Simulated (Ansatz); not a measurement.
Relaxed Pt (fcc, Cu type):

```xyz
4
Lattice="3.9183 0.0000 0.0000 0.0000 3.9183 0.0000 0.0000 0.0000 3.9183" Properties=species:S:1:pos:R:3 pbc="T T T"
Pt     0.0000     0.0000     0.0000
Pt     1.9591     1.9591     0.0000
Pt     1.9591     0.0000     1.9591
Pt     0.0000     1.9591     1.9591
```

Level of theory: PBEsol (plane waves to 420 eV, PAW, scalar-relativistic; Ansatz, a first-principles code). k mesh 10×10×10 (Γ-centred), Fermi-Dirac smearing 0.05 eV. With partly filled bands, energies and forces of such displacements shift with the k mesh and the smearing. Pt is run without spin polarisation. Pt was relaxed with its symmetry unable to fall. Spin-orbit coupling is left out, though Pt is heavy.

One atom of the cell was then moved (with its periodic images), all else fixed, and the forces (eV/Å) came out as:

| atom | Fx | Fy | Fz |
|---|---|---|---|
| Pt1 | 0.000 | 0.000 | 2.351 |
| Pt2 | 0.000 | 0.000 | 2.351 |
| Pt3 | 0.000 | 0.000 | -0.218 |
| Pt4 | 0.000 | 0.000 | -4.484 |

### Question
Which atom was moved, and by which vector (Å)?

### Answer
Pt4, by (0.00, 0.00, 0.33), 0.33 Å in all.

(For displaced atoms, the force is minus the slope of the energy, and its curvature is a force constant, which sets phonon frequencies.)
